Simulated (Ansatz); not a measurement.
PbS in space group P4/nmm (No. 129; Pb on 2c, S on 2a), r²SCAN+D4 in the plane-wave PAW code Ansatz, all energies at zero smearing, with the estimated change up to a 700 eV cutoff added, with one set of potentials and settings (totals compare only within such a set). Cell of 4 atoms (2 Pb, 2 S): -25660.078 eV.

```tsv
element	reference phase	E (eV/atom)
Pb	Fm-3m, 1 atoms in the cell	-11923.0513
S	P2/c, 32 atoms in the cell	-905.9097
```

Formation energy per atom, worked out: (-25660.078 − 2×(-11923.0513) − 2×(-905.9097))/4 = -0.539 eV/atom (-52 kJ per mol of atoms), at 0 K, without zero-point energy or fitted corrections.

The start of the workflow was typed in or built on a structure type; neither database checked (COD, Materials Project) lists it. It is not the phase usual at ambient conditions (space group No. 225). Symmetry was held in the r²SCAN+D4 relaxation. At this level the phase is mechanically unstable. The volume moved by -18 % from the start of the relaxation. The references are the lowest solids computed at this level, not always the standard phases. Spin–orbit coupling is left out wherever it is not named.

Potentials: the earlier of the program's two PAW sets.
